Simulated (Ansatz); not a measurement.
## Relaxing a structure of Ag

The start is a generated trial cell of Ag in the AFLOW prototype A_mC12_5_3c (A19). The cell and all atomic positions are relaxed at zero pressure with PBE (plane waves to 420 eV, PAW, scalar-relativistic; Ansatz, an electronic-structure program). The first steps use a coarse 11×11×3 k-mesh.

Initial structure:
```
Ag
1.0
    2.85890    -1.65292     0.00000
    2.85890     1.65292     0.00000
   -0.37920     0.00000    10.85875
Ag
6
Direct
  0.78000   0.32000   0.24500
  0.68000   0.22000   0.75500
  0.33000   0.93000   0.40000
  0.07000   0.67000   0.60000
  0.81500   0.67500   0.07000
  0.32500   0.18500   0.93000
```

| Quantity | Value |
|---|---|
| Initial pressure | +36.7 GPa (positive: the cell is compressed) |
| Largest initial force | 4.37 eV/Å, on Ag3, Ag4 (atoms numbered as listed) |
| Outcome | The space group goes from C2 (No. 5) to Fm-3m (No. 225); the end is fcc (Cu type), with 1 atom in the primitive cell |
| Energy released | 1.11 eV/atom |
| Volume change | +4.4 %, from 17.10 to 17.86 Å³/atom |
| Shortest distances (start → end) | The closest pairs of elements (up to four, under 3.6 Å), start → end: Ag–Ag 2.25 → 2.93 Å |
| Band gap at the end | zero (metallic) |
| Optimiser moves | 19 |

It ends as:

```cif
data_Ag4
_chemical_formula_sum 'Ag4'
_space_group_name_H-M_alt 'Fm-3m'
_space_group_IT_number 225
_space_group_name_Hall '-F 4 2 3'
_cell_length_a 4.14911
_cell_length_b 4.14911
_cell_length_c 4.14911
_cell_angle_alpha 90.000
_cell_angle_beta 90.000
_cell_angle_gamma 90.000
loop_
_atom_site_label
_atom_site_type_symbol
_atom_site_symmetry_multiplicity
_atom_site_Wyckoff_symbol
_atom_site_fract_x
_atom_site_fract_y
_atom_site_fract_z
_atom_site_occupancy
Ag1 Ag 4 b 0.50000 0.50000 0.50000 1
```
(The calculation used a cell of 1 atom; values per cell refer to that cell.)

Final values are on a 19×19×19 k-mesh of the relaxed cell. No spin polarisation in the result.

The run could not lose the symmetry of its start.
